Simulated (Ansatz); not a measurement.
Si₃N₄ in space group Fd-3m (No. 227; Si on 16c, Si on 8b, N on 32e), DFT-r²SCAN in the program Ansatz with PAW potentials: ε∞ = 4.90, cell volume 115.48 Å³. Infrared-active transverse modes:

```csv
ω_TO (cm⁻¹),oscillator strength S_xx (e²/amu)
415.7,0.01195
612.5,4.910
735.2,0.3626
812.5,1.883
```

**Question.** Compute the static dielectric constant.

**Answer.** Each mode adds (4.921e7/V) S/ω²: 0.03, 5.58, 0.29, 1.22. So ε0 = 12.0.

The r²SCAN relaxation kept the symmetry of its start; phonons on a q-mesh show no instability.

Potentials: the later of the program's two PAW sets.
